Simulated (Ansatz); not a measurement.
NbSn: one input, then a changed one

The cell was built from the L11 type and relaxed in the same program, and has space group R-3m; it needn't be a known or the stable phase.

First run: DFT, PBE, PAW with Ansatz's default frozen-core files, scalar-relativistic (Ansatz 0.2.0).

Command: `ansatz run input.yaml --threads 1 --pin off --max-ram 2048MiB --backend cpu --events-out ev --progress --plain --runs-dir out` The run took 7.6 s on 1 thread of Intel(R) Xeon(R) Platinum 8375C CPU @ 2.90GHz (Ice Lake) (shared host), peak memory 0.48 GiB.

```yaml
crystal:
  lattice:
    - [1.5725394942, -0.9079061003, 4.7581416149]
    - [0.0, 1.8158122006, 4.7581416149]
    - [-1.5725394942, -0.9079061003, 4.7581416149]
  atoms:
    - { symbol: Nb, position: [0.0, 0.0, 0.0] }
    - { symbol: Sn, position: [0.5, 0.5, 0.5] }
kpoints:
  mp_grid: { grid: [16, 16, 16] }
scf:
  occupations: { method: fermi_dirac, width: 0.03 }
hamiltonian:
  xc: pbe
  pseudopotentials: { kind: paw }
output:
  forces: true
  stress: true
  eigenvalues: true
  efg: { contact_densities: true }
basis:
  ecutwfc: 200
```

Result: converged; pressure 5.89 GPa; 7 SCF iterations.

Spin polarisation is left out, and whether a magnetic state lies lower isn't shown here.

Spin–orbit coupling is left out, though it moves levels of the heavy atoms by tenths of an eV or more.

The input is then changed:

```diff
@@ -8,5 +8,5 @@
     - { symbol: Sn, position: [0.5, 0.5, 0.5] }
 kpoints:
-  mp_grid: { grid: [16, 16, 16] }
+  mp_grid: { grid: [16, 16, 16], shift: [0.5, 0.5, 0.5] }
 scf:
   occupations: { method: fermi_dirac, width: 0.03 }
```

Task: Predict the outcome of the changed run.

Result: It converged; energy at zero smearing -2.6 meV/atom from the first run; pressure 5.91 GPa; 7 SCF iterations.
